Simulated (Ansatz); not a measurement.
CO in its lowest state found on the top face of a (100) slab of W (Im-3m (No. 229)), 5 planes, outer planes W (top) and W (bottom); 1 a cell of 9.95 Å², its atoms last:

```yaml
crystal:
  lattice:
    - [3.15436, 0.00000, 0.00000]
    - [0.00000, 3.15436, 0.00000]
    - [0.00000, 0.00000, 26.45872]
  atoms:
    - { symbol: W, position: [0.50000, 0.50000, 0.32126] }
    - { symbol: W, position: [0.00000, 0.00000, 0.38086] }
    - { symbol: W, position: [0.50000, 0.50000, 0.43996] }
    - { symbol: W, position: [0.00000, 0.00000, 0.50110] }
    - { symbol: W, position: [0.50000, 0.50000, 0.55719] }
    - { symbol: C, position: [0.50000, 0.50000, 0.63424] }
    - { symbol: O, position: [0.50000, 0.50000, 0.67780] }
```

Theory: DFT PBEsol, scalar-relativistic, plane waves, PAW (Ansatz 0.2.0). Settings: cutoff 420 eV, Γ-centred mesh 9×9×1 on the computed 7-atom cell, Gaussian smearing of 0.10 eV; no spin polarisation. A dipole correction removes the field between periodic images along c.

The clean top face has a work function of 4.21 eV. Adsorption changes the slab's dipole along +c by Δp = -0.1234 e·Å a cell (-0.59 D an adsorbate).

Q: What change of work function does the Helmholtz equation give?

A: A sheet of dipoles makes a step in an electron's potential energy of −e·Δp/(ε0·A), and e/ε0 = 180.95 eV·Å for Δp in e·Å: −180.95 × (-0.1234)/9.95 = +2.24 eV. This is the change of φ(top) − φ(bottom). If the bottom face is unmoved, φ(top) becomes 6.46 eV.

Q: How does that compare with the calculation?

A: φ(top) changes by +2.17 eV and φ(bottom) by -0.07 eV, so their difference changes by +2.24 eV. The slab is thin enough for the adsorbate to shift the Fermi level against the bottom face too.

Q: What does the sign say about the electrons?

A: The change of dipole points into the surface (negative end outward), so the work function rises. The molecule's own dipole can set this sign. Δp also holds the adsorbate's own dipole and the moves of the surface atoms, so it isn't a charge transfer alone.

Spin-orbit coupling is left out, which matters for the bands of heavy elements.

Cost: 4 runs of about 7.9 core-minutes in all, on Intel Xeon Platinum 8259CL (Skylake/Cascade Lake) (shared hosts).